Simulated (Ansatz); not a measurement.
# Computed properties of CaAu5

CaAu$_{5}$:
```xyz
6
Lattice="0.0000 3.8974 3.8974 3.8974 0.0000 3.8974 3.8974 3.8974 0.0000" Properties=species:S:1:pos:R:3 pbc="T T T"
Au     5.8460     5.8460     5.8460
Ca     0.0000     0.0000     0.0000
Au     4.8693     4.8693     2.9255
Au     4.8693     2.9255     4.8693
Au     2.9255     4.8693     4.8693
Au     2.9255     2.9255     2.9255
```

Space group F-43m (No. 216); conventional cell a = b = c = 7.795 Å, α = β = γ = 90.00°.

Method: DFT-r²SCAN in the program Ansatz with PAW potentials. The cell and atoms are relaxed at this level. Other levels are named where they apply.

**Cell and energy**

```json
{
 "volume_per_atom": "19.73 Å³",
 "density": "14.37 g/cm³",
 "Formation energy from the elements (no fitted shifts)": "-0.44 eV/atom"
}
```

**Electronic structure**

```json
{
 "electronic_character": "metallic (no gap)",
 "Density of states at the Fermi level": "0.24 states/eV per atom (mean over ±0.08 eV)",
 "Gap with spin–orbit coupling": "none (metallic)"
}
```

**Mechanics**

```json
{
 "Bulk modulus (Birch–Murnaghan fit)": "113 GPa",
 "Pressure derivative B′": "5.5"
}
```

**Charges**

```json
{
 "bader_charges": "Au -0.34 to -0.29, Ca +1.50 e"
}
```

The workflow started from an entry of the Crystallography Open Database (COD). Whether it is the stable phase at ambient conditions was not checked. The cell was relaxed with r²SCAN under the symmetry of its start; whether a distortion lowers the energy is not shown. The references are the lowest solids computed at this level, not always the standard phases. Spin–orbit coupling is left out wherever it is not named.

Potentials: the later of the program's two PAW sets.
